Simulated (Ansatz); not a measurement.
A geometry of Au away from equilibrium: step 2 of the relaxation of a relaxed Au cell displaced along its unstable phonon at q = (½, 0, 0) of its primitive reciprocal cell (28i cm⁻¹), largest move 0.15 Å. These are PBEsol (plane waves to 420 eV, PAW, scalar-relativistic; Ansatz, a program for electronic structure) values and carry that method's errors. Γ-centred k-mesh 5×9×9 on the run's cell (coarser than for final values), Fermi–Dirac smearing 0.05 eV.

```xyz
4
Lattice="0.0362 5.9828 5.9892 3.0028 0.0047 3.0080 3.0057 3.0077 0.0018" Properties=species:S:1:pos:R:3 pbc="T T T"
Au     4.5868     4.3751     4.7180
Au     4.4565     7.6364     7.2952
Au     3.0948     2.8597     3.2049
Au     2.9645     6.1210     5.7820
```

Problem. Which atoms carry the largest force, and which way does it point?

Solution. 0.17 eV/Å, on Au2, Au3 (atoms numbered as listed); on Au2 its components are (-0.09, 0.12, -0.08).

Problem. What is the pressure?

Solution. -0.1 GPa, compression positive.

Problem. How far above the relaxed end point is this geometry?

Solution. 0.92 to 0.93 eV/atom (the two k-meshes of the run give this range); the path ends in C2/m (No. 12) at a tolerance of 0.01 Å, Fm-3m (No. 225) at 0.1 Å.

No spin polarisation in the result.

The run could not lose the symmetry of its start: the end is stationary, and may be a saddle point rather than a minimum.

The end of the path is a generated cell of Au: the first start was made by placing the elements on the sites of a structure type, and the end was not matched to a known phase here, so it may be hypothetical. Known forms of Au include space group No. 225.
